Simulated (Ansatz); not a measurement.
Level of theory: Ansatz 0.2.0, DFT PBE, scalar-relativistic, plane waves, PAW. All cells share a 420 eV cutoff and Γ-centred k meshes spaced at most about 0.3 Å⁻¹ (about 0.25 or finer for metals, 2π included). No spin polarisation in the final relaxations.

These are static total energies at zero pressure.

Compare these two cells of Nb2Te, each relaxed at this level.

A.

```cif
data_structure
_symmetry_space_group_name_H-M 'P6/mmm'
_symmetry_Int_Tables_number 191
_cell_length_a 5.0624
_cell_length_b 5.0624
_cell_length_c 2.9195
_cell_angle_alpha 90.000
_cell_angle_beta 90.000
_cell_angle_gamma 120.000
_cell_volume 64.80
loop_
_atom_site_label
_atom_site_type_symbol
_atom_site_symmetry_multiplicity
_atom_site_Wyckoff_symbol
_atom_site_fract_x
_atom_site_fract_y
_atom_site_fract_z
_atom_site_occupancy
Nb1 Nb 2 d 0.33333 0.66667 0.50000 1
Te1 Te 1 b 0.00000 0.00000 0.50000 1
```

B.

```cif
data_structure
_symmetry_space_group_name_H-M 'P4/mmm'
_symmetry_Int_Tables_number 123
_cell_length_a 3.3923
_cell_length_b 3.3923
_cell_length_c 5.6546
_cell_angle_alpha 90.000
_cell_angle_beta 90.000
_cell_angle_gamma 90.000
_cell_volume 65.07
loop_
_atom_site_label
_atom_site_type_symbol
_atom_site_symmetry_multiplicity
_atom_site_Wyckoff_symbol
_atom_site_fract_x
_atom_site_fract_y
_atom_site_fract_z
_atom_site_occupancy
Nb1 Nb 2 h 0.50000 0.50000 0.28395 1
Te1 Te 1 a 0.00000 0.00000 0.00000 1
```

Question: Which form is favoured at zero pressure, and by what margin per atom?

Answer: B is lower, by 97 meV/atom. A has space group P6/mmm (No. 191), 21.6 Å³/atom and no gap on its mesh; B has space group P4/mmm (No. 123), 21.7 Å³/atom and no gap. Counting Te atoms around Nb (those within 1.25 times the shortest such distance or 1.15 times the sum of covalent radii, 1.27 where that leaves under three), A has Nb 3 and B has Nb 4. A holds Te–Te chains (shortest 2.92 Å); in B the shortest Te–Te distance is 3.39 Å, near bonding range too. Even the lower one lies +0.54 eV/atom against the reference forms of the elements (uncorrected), so neither is stable at this level. Both come from invented guesses. A third cell relaxed alike, in Fmm2, lies 0.55 eV/atom below the lower of the two.

Spin–orbit coupling, which can matter for Te, is left out. Cells relaxed within their symmetry can be saddle points.
